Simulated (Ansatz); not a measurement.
## TiPt3

```
CELL_PARAMETERS angstrom
3.89700 0.00000 0.00000
0.00000 3.89700 0.00000
0.00000 0.00000 3.89700
ATOMIC_POSITIONS crystal
Ti 0.00000 0.00000 0.00000
Pt 0.00000 0.50000 0.50000
Pt 0.50000 0.00000 0.50000
Pt 0.50000 0.50000 0.00000
```

Atom numbers follow the list: Ti1, Pt2, Pt3, Pt4.

The cell is COD entry 1539263, as deposited and not checked against the literature; nothing was relaxed. It is an old determination, and later ones may differ.

No spin–orbit coupling, which matters for the heavy atoms here.

Levels of theory: DFT, PBEsol, all-electron LAPW, scalar-relativistic (Ansatz 0.2.0); DFT, PBEsol, PAW with Ansatz's default frozen-core files, scalar-relativistic (Ansatz 0.2.0).

For LAPW: a Γ-centred 9×9×9 k mesh, Fermi–Dirac smearing of 0.05 eV, basis error target 0.5 meV/atom, no spin polarisation. PAW takes a cutoff of 420 eV at this cell (files made with PBE, cores remade for this functional). The Ansatz runs share mesh, smearing and spin set-up. Values come from LAPW unless marked.

```
Pressure at this cell                                                                                                  : 0.50 GPa
Band gap                                                                                                               : none: bands cross the Fermi level, a metal
Density of states at the Fermi level (0.2 eV bin)                                                                      : 0.87 states/eV per cell
Löwdin charges (with 0.59 e of the cell spilling out of the atomic basis, so their sizes and signs hang on that basis) : Ti1 0.28, Pt2 0.10 e
Bader charges (from the PAW run)                                                                                       : Ti1 +1.58, Pt2 -0.53 e
Volume per atom                                                                                                        : 14.80 Å³
```
